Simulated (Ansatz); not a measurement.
Theory: DFT PBE, scalar-relativistic, plane waves, PAW (Ansatz 0.2.0). Cutoff 420 eV, Γ-centred 6×6×6 mesh (5-atom cell), Gaussian smearing of 0.02 eV, no spin polarisation.

The zero of energy is the elements' standard structures at the same level; no fitted shifts are applied. The references include crystalline Br.

Task: Suggest a trial structure for a cubic semiconductor with formula K₃SBr, with a gap near 1.7 eV, a formation energy near −1.22 eV/atom and a density near 1.77 g/cm³, in a cell of 5 atoms. Its symmetry should be Pm-3m (No. 221).

Result: K₃SBr, space group Pm-3m (No. 221). Around K lie 2 S at 3.00 Å, 4 Br at 4.24 Å and 8 K at 4.24 Å; S has 6 K at 3.00 Å; around Br lie 12 K at 4.24 Å.

```cif
data_structure
_symmetry_space_group_name_H-M 'Pm-3m'
_symmetry_Int_Tables_number 221
_cell_length_a 5.9935
_cell_length_b 5.9935
_cell_length_c 5.9935
_cell_angle_alpha 90.000
_cell_angle_beta 90.000
_cell_angle_gamma 90.000
_cell_volume 215.30
loop_
_atom_site_label
_atom_site_type_symbol
_atom_site_symmetry_multiplicity
_atom_site_Wyckoff_symbol
_atom_site_fract_x
_atom_site_fract_y
_atom_site_fract_z
_atom_site_occupancy
K1 K 3 c 0.00000 0.50000 0.50000 1
S1 S 1 b 0.50000 0.50000 0.50000 1
Br1 Br 1 a 0.00000 0.00000 0.00000 1
```

| Property | Result |
| --- | --- |
| Volume per atom | 43.06 Å³ |
| Density | 1.77 g/cm³ |
| Formation energy | −1.224 eV/atom |
| Gap on the 6×6×6 mesh of the 5-atom cell | 1.73 eV |

The cell was found from a structure generator's guess, not taken from experiment. The answer needn't be unique; the calculation gave this one.

Kohn–Sham gaps at this level usually fall short of measured ones. The reference forms of Br and S are held partly by dispersion forces, which this level lacks. Symmetry constrained the relaxation, so the result can be a saddle point.
